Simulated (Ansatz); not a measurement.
A geometry of Zr away from equilibrium: step 2 of the relaxation of a relaxed Zr cell displaced along its unstable phonon at q = (½, ½, 0) of its primitive reciprocal cell (66i cm⁻¹), largest move 0.15 Å. All values below come from r2SCAN (plane waves to 500 eV, PAW, scalar-relativistic; Ansatz, an electronic-structure program). Γ-centred k-mesh 13×13×13 on the run's cell (coarser than for final values), Fermi–Dirac smearing 0.05 eV.

```yaml
crystal:
  lattice:
    - [-3.75648, 3.75648, 3.24026]
    - [0.00000, 0.00000, 3.24026]
    - [1.91738, 1.91738, -1.62013]
  atoms:
    - { symbol: Zr, position: [0.00000, 0.44226, 0.88452] }
    - { symbol: Zr, position: [0.50000, 0.55774, 0.11548] }
```

Give the Cartesian forces on all atoms (eV/Å).


```
atom     Fx     Fy    Fz
----  -----  -----  ----
Zr1   -0.15  -0.15  0.00
Zr2    0.15   0.15  0.00
```

What is the pressure?

+0.2 GPa, compression positive.

No spin polarisation in the result.

The run could not lose the symmetry of its start.

Of the parent cell (I4/mmm (No. 139)): it is a generated cell of Zr: the first start was made by placing the elements on the sites of a structure type, and the end was not matched to a known phase here, so it may be hypothetical. Known forms of Zr include space group No. 194.
